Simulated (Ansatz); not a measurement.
Bulk PbS, relaxed with DFT-r²SCAN+D4 in the program Ansatz with PAW potentials:

```xyz
8
Lattice="12.0202 0.0000 0.0000 0.0000 4.2064 0.0000 0.0000 0.0000 4.3500" Properties=species:S:1:pos:R:3 pbc="T T T"
Pb    10.4836     1.0516     0.7946
Pb     1.5366     3.1548     3.5553
Pb     7.5467     3.1548     2.9696
Pb     4.4735     1.0516     1.3804
S      7.7433     1.0516     0.4701
S      4.2769     3.1548     3.8799
S     10.2870     3.1548     2.6451
S      1.7332     1.0516     1.7049
```

One layer is taken out and relaxed. What does that cost?

117 meV/atom, or 26 meV/Å² of layer.

What lattice and gap has the free layer?

a = 4.211 Å, b = 4.272 Å; gap 2.19 eV.

Space group Pmn2_1 (puckered). The layer was cut from a bulk entry of the Materials Project (measured or hypothetical); whether that bulk phase is the ambient one, and whether the layer has been isolated, was not checked. The r²SCAN+D4 relaxation kept the symmetry of its start; its stability against distortions is not shown here. Spin–orbit coupling is left out wherever it is not named.

Potentials: the later of the program's two PAW sets.
